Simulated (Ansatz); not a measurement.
Si₂W (MoSi2 or CaC2 type, I4/mmm) under volume change, LDA in the plane-wave PAW code Ansatz, shape and atoms relaxed at each volume.

```
V (Å³/atom)  E − E(relaxed) (meV/atom)  P (GPa)
-----------  -------------------------  -------
11.960                            93.5    27.54
12.354                            39.3    16.86
12.748                             9.3     7.75
13.143                             0.0     0.00
13.537                             8.3    -6.60
13.931                            31.7   -12.20
14.325                            67.7   -16.95
```

Question: What does a third-order Birch–Murnaghan fit give for V₀, B₀ and B′?

Answer: V₀ = 13.14 Å³/atom, B₀ = 238 GPa, B′ = 4.4.

The cell was relaxed with LDA under the symmetry of its start; of distortions, only those at the zone centre were tested. The run is not spin-polarised. Spin–orbit coupling is left out wherever it is not named.

Potentials: the later of the program's two PAW sets.
